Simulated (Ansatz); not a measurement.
**Cs₂YAgCl₆: computed property card**

Cs2YAgCl6:
```xyz
10
Lattice="0.0000 5.2865 5.2865 5.2865 0.0000 5.2865 5.2865 5.2865 0.0000" Properties=species:S:1:pos:R:3 pbc="T T T"
Cs     7.9298     7.9298     7.9298
Cs     2.6433     2.6433     2.6433
Y      5.2865     5.2865     5.2865
Ag     0.0000     0.0000     0.0000
Cl     2.6799     5.2865     5.2865
Cl     7.8931     5.2865     5.2865
Cl     5.2865     2.6799     5.2865
Cl     5.2865     7.8931     5.2865
Cl     5.2865     5.2865     2.6799
Cl     5.2865     5.2865     7.8931
```

Space group Fm-3m (No. 225); conventional cell a = 10.5731 Å, b = 10.5731 Å, c = 10.5731 Å, α = 90.00°, β = 90.00°, γ = 90.00°.

Method: plane-wave PAW PBEsol (Ansatz code). Geometry: relaxed at this level of theory. Other levels are named where they apply.

**Cell and energy**

```yaml
volume_per_atom: 29.55 Å³
density: 3.79 g/cm³
Formation energy from the elements (no fitted shifts): -1.86 eV/atom
```

**Electronic structure**

```yaml
band_gap: 3.69 eV (indirect)
valence_band_maximum: at L
conduction_band_minimum: at Γ
smallest_direct_gap_on_the_standard_path: 4.04 eV
electron_effective_mass: 0.37 mₑ (isotropic)
Electron effective mass with spin–orbit coupling: 0.37 mₑ (isotropic)
Hole effective mass with spin–orbit coupling: 0.76, 0.85, 1.1 mₑ (principal values)
HSE06 gap on the PBEsol cell: 5.45 eV
Gap with spin–orbit coupling: 3.66 eV
```

**Mechanics**

```yaml
Bulk modulus (Birch–Murnaghan fit): 29.5 GPa
Pressure derivative B′: 5.7
Elastic constants (relaxed ions, GPa): C11 = 44.5, C12 = 22.2, C44 = 9.0
mechanical_stability: stable (all eigenvalues of C positive)
hill_bulk_and_shear_moduli: 29.6 and 9.8 GPa
Young's modulus: 26.5 GPa
Poisson's ratio: 0.35
debye_temperature_from_the_elastic_constants: 174 K
```

**Dielectric response**

```yaml
Electronic dielectric constant ε∞ (DFPT): 3.32
Born charges (a third of the trace): Cs +1.35, Y +3.81, Ag +1.42, Cl -1.32 e
```

**Charges**

```yaml
bader_charges: Cs +0.87, Y +2.05, Ag +0.59, Cl -0.73 e
```

The first step of the workflow began from a Materials Project structure, measured or hypothetical; the Crystallography Open Database copy checked does not list it. Whether it is the stable phase at ambient conditions was not checked. The PBEsol relaxation kept the symmetry of its start; whether a distortion lowers the energy is not shown. No spin polarisation was allowed. The references are the lowest solids computed at this level, not always the standard phases (solids in place of the gases). Spin–orbit coupling is left out wherever it is not named.

Potentials: the later of the program's two PAW sets.
